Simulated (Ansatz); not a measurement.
AuSb₂ (space group Pa-3)

```yaml
crystal:
  lattice:
    - [6.67437, 0.00000, 0.00000]
    - [0.00000, 6.67437, 0.00000]
    - [0.00000, 0.00000, 6.67437]
  atoms:
    - { symbol: Sb, position: [0.37503, 0.12497, 0.87503] }
    - { symbol: Sb, position: [0.62497, 0.87503, 0.12497] }
    - { symbol: Sb, position: [0.12497, 0.87503, 0.37503] }
    - { symbol: Sb, position: [0.87503, 0.12497, 0.62497] }
    - { symbol: Sb, position: [0.87503, 0.37503, 0.12497] }
    - { symbol: Sb, position: [0.12497, 0.62497, 0.87503] }
    - { symbol: Sb, position: [0.62497, 0.62497, 0.62497] }
    - { symbol: Sb, position: [0.37503, 0.37503, 0.37503] }
    - { symbol: Au, position: [0.00000, 0.50000, 0.50000] }
    - { symbol: Au, position: [0.50000, 0.50000, 0.00000] }
    - { symbol: Au, position: [0.50000, 0.00000, 0.50000] }
    - { symbol: Au, position: [0.00000, 0.00000, 0.00000] }
```

E(V) scan at fixed shape, V₀ the volume above. The atoms relax within the cell's symmetry.

Method: PBEsol (plane waves to 420 eV, PAW, scalar-relativistic; Ansatz, an electronic-structure program). k mesh 6×6×6 (Γ-centred), Fermi-Dirac smearing 0.05 eV. E stands for the smeared free energy. AuSb2 was relaxed with its symmetry unable to fall. Spin-orbit coupling is left out, though Au and Sb are heavy. The zero of ΔE is the relaxed starting cell. The last digit holds for this mesh only.

```
V (Å³/atom)  ΔE (meV/atom)
-----------  -------------
20.813               243.4
21.804               124.8
22.795                50.7
23.786                11.7
24.777                 0.0
25.768                 9.8
26.759                36.4
27.750                76.0
28.741               125.5
```

### Question
What is the fitted pressure derivative B₀′?

### Answer
5.1.

### Question
What bulk modulus B₀ follows from a third-order Birch-Murnaghan fit?

### Answer
85.9 GPa. Check by three points about V = 24.777 Å³/atom, step 1.982: d²E/dV² ≈ (51 − 2·0 + 36) meV / 1.982² = 0.0221 eV/Å⁶, and V·d²E/dV² × 160.2 = 87.9 GPa.

(Under strain, the slope of the energy per volume gives the stress and its curvature an elastic modulus.)
